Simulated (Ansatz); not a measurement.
PbSe (rock salt)

```
PbSe
1.0
    0.00000     3.10888     3.10888
    3.10888     0.00000     3.10888
    3.10888     3.10888     0.00000
Se Pb
1 1
Direct
  0.00000   0.00000   0.00000
  0.50000   0.50000   0.50000
```

Equation-of-state scan: isotropic scaling of the cell above, V₀ being its volume. Symmetry pins the atoms to their sites.

All values below come from PBE (plane waves to 420 eV, PAW, scalar-relativistic; Ansatz, a quantum-chemistry and plane-wave program). k mesh 9×9×9 (Γ-centred), Fermi-Dirac smearing 0.05 eV. The energy includes the smearing's −TS. Compression counts positive. PbSe was relaxed with its symmetry unable to fall. Spin-orbit coupling is left out, though Pb is heavy. ΔE is measured from the relaxed starting cell.

```csv
V (Å³/atom),ΔE (meV/atom)
27.043,52.6
27.644,32.3
28.245,17.5
28.846,7.5
29.447,1.8
30.048,0.0
30.649,1.7
31.250,6.6
31.851,14.2
32.451,24.4
33.052,withheld
```

**Question.** Fit a third-order Birch-Murnaghan form (E₀, V₀, B₀, B₀′ free) to the given rows and predict ΔE at V = 33.052.

**Answer.** Least squares on the 10 given rows: ΔE = E₀ + (9V₀B₀/16)·y²·[2 + (B₀′ − 4)y], y = (V₀/V)^(2/3) − 1, with V₀ = 30.044 Å³/atom, B₀ = 46.53 GPa (160.2 GPa = 1 eV/Å³; the term in eV is multiplied by 1000), B₀′ = 4.39, E₀ = 0.01 meV/atom; root-mean-square residual 0.02 meV/atom. At 33.052 the fit gives 36.8 meV/atom; the calculation gives 36.9 meV/atom, so the extrapolation is off by -0.1 (-0.3 %). For the pressure the fit gives -3.60 GPa against the computed -3.60 GPa.

(Under strain, the slope of the energy per volume gives the stress and its curvature an elastic modulus.)
